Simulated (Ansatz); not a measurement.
All-electron card of Zr

```xyz
2
Lattice="3.2320 0.0000 0.0000 -1.6160 2.7990 0.0000 0.0000 0.0000 5.1470" Properties=species:S:1:pos:R:3 pbc="T T T"
Zr    0.0000    1.8660    1.2868
Zr    1.6160    0.9330    3.8603
```

Atoms are numbered in the order listed.

The cell comes from COD entry 9008523, which wasn't checked; take it as a given geometry.

Theory: DFT, PBEsol, all-electron LAPW, scalar-relativistic in Ansatz 0.2.0.

The runs use a Γ-centred 13×13×7 k mesh, Fermi–Dirac smearing of 0.08 eV, basis error target 1 meV/atom, no spin polarisation.

```
Pressure at this cell                             : -32.5 kbar
Band gap                                          : none: bands cross the Fermi level, a metal
Stress xx, yy, zz (compression positive)          : -3.47, -3.47, -2.82 GPa
Density of states at the Fermi level (0.2 eV bin) : 1.64 states/eV per cell
Volume per atom                                   : 23.28 Å³
```
